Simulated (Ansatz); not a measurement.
## Computed properties of InPd

InPd (CsCl type, Pm-3m), a = 3.215 Å, b = 3.215 Å, c = 3.215 Å, α = 90.00°, β = 90.00°, γ = 90.00°.

Space group Pm-3m (No. 221), CsCl type; conventional cell a = 3.215 Å, b = 3.215 Å, c = 3.215 Å, α = 90.00°, β = 90.00°, γ = 90.00°.

Method: plane-wave PAW LDA (Ansatz code). Structure relaxed to zero pressure with the same functional. Other levels are named where they apply.

**Cell and energy**

| Item | Result |
|---|---|
| Volume per atom | 16.61 Å³ |
| Density | 11.06 g/cm³ |
| Formation energy from the elements (no fitted shifts) | -0.54 eV/atom |

**Electronic structure**

| Property | Value |
|---|---|
| Electronic character | metallic (no gap) |
| Density of states at the Fermi level | 0.35 states/eV per atom (mean over ±0.08 eV) |

**Mechanics**

| Item | Value |
|---|---|
| Bulk modulus (Birch–Murnaghan fit) | 150 GPa |
| Pressure derivative B′ | 5.8 |
| Elastic constants (relaxed ions, GPa) | C11 = 171, C12 = 140, C44 = 59.7 |
| Mechanical stability | stable (all eigenvalues of C positive) |
| Hill bulk and shear moduli | 151 and 34.8 GPa |
| Young's modulus | 97.1 GPa |
| Poisson's ratio | 0.39 |
| Debye temperature from the elastic constants | 234 K |

**Phonons**

| Item | Value |
|---|---|
| Highest zone-centre frequency | 150 cm⁻¹ |
| Zone-centre stability | no imaginary mode at Γ |

The cell was relaxed with LDA under the symmetry of its start. No spin polarisation was allowed. As this level gives no gap, shear constants depend on the k-mesh and smearing (Fermi–Dirac, 0.1 eV here). As this level gives no gap, phonon frequencies hold no LO–TO term and depend on the k-mesh and smearing (Fermi–Dirac, 0.1 eV here). The references are the lowest solids computed at this level, not always the standard phases. Spin–orbit coupling is left out wherever it is not named.

Potentials: the later of the program's two PAW sets.
